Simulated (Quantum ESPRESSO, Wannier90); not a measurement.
**Wannierisation of MgS (zinc blende)**

```xyz
2
Lattice="0.0000 2.8331 2.8331 2.8331 0.0000 2.8331 2.8331 2.8331 0.0000" Properties=species:S:1:pos:R:3 pbc="T T T"
Mg     0.0000     0.0000     0.0000
S      1.4166     1.4166     1.4166
```

Structure: Materials Project mp-13032, symmetrised, not relaxed again. Not found in the COD (Crystallography Open Database) copy used, which has the formula in other groups; not checked further. Level: PBEsol, no spin polarisation, no spin-orbit coupling; pw.x of Quantum ESPRESSO at 68 Ry with PseudoDojo potentials, 10×10×10 k-points, Wannier90. Density: 10×10×10 mesh, cold smearing 0.01 Ry.

A tight-binding model is made by disentanglement and projection with no localisation steps (num_iter = 0), so the 8 orbitals stay atom-like: hydrogen-like Mg: s;p; S: s;p, axes along x, y, z; frozen window up to 4.78 eV relative to the valence-band maximum. It follows pw.x to 2.5 meV rms for states up to 4.3 eV relative to the valence-band maximum. Matrix elements depend on this choice of orbitals and windows.

### Question
Which pairs of orbitals on different sites are coupled most strongly? Give distance, modulus and how many such pairs a cell has.

### Answer
| orbital | orbital | distance of the centres (Å) | modulus (eV) | pairs |
|---|---|---|---|---|
| Mg s | S s | 2.45 | 1.22 | 4 |
| Mg s | S px | 2.45 | 1.22 | 4 |
| Mg s | S py | 2.45 | 1.22 | 4 |
| Mg s | S pz | 2.45 | 1.22 | 4 |
| Mg px | S s | 2.45 | 1.12 | 4 |
| Mg pz | S s | 2.45 | 1.12 | 4 |
| Mg py | S s | 2.45 | 1.12 | 4 |
| Mg py | S px | 2.45 | 1.10 | 4 |
| Mg pz | S py | 2.45 | 1.10 | 4 |
| Mg pz | S px | 2.45 | 1.10 | 4 |
| Mg py | S pz | 2.45 | 1.10 | 4 |
| Mg px | S pz | 2.45 | 1.10 | 4 |
| Mg px | S py | 2.45 | 1.10 | 4 |
| Mg pz | Mg pz | 4.01 | 0.50 | 2 |
| Mg py | Mg py | 4.01 | 0.50 | 2 |
| Mg px | Mg px | 4.01 | 0.50 | 2 |
| Mg px | Mg px | 4.01 | 0.42 | 4 |
| Mg pz | Mg pz | 4.01 | 0.42 | 4 |
| Mg py | Mg py | 4.01 | 0.42 | 4 |
| Mg py | Mg pz | 4.01 | 0.30 | 4 |
| Mg px | Mg py | 4.01 | 0.30 | 4 |
| Mg px | Mg pz | 4.01 | 0.30 | 4 |
| Mg px | Mg py | 4.01 | 0.26 | 8 |
| Mg px | Mg pz | 4.01 | 0.26 | 8 |
| Mg py | Mg pz | 4.01 | 0.26 | 8 |
| Mg py | Mg s | 4.01 | 0.22 | 8 |
| Mg px | Mg s | 4.01 | 0.22 | 8 |
| Mg pz | Mg s | 4.01 | 0.22 | 8 |
| Mg s | Mg s | 4.01 | 0.22 | 6 |
| S py | S py | 4.01 | 0.13 | 2 |
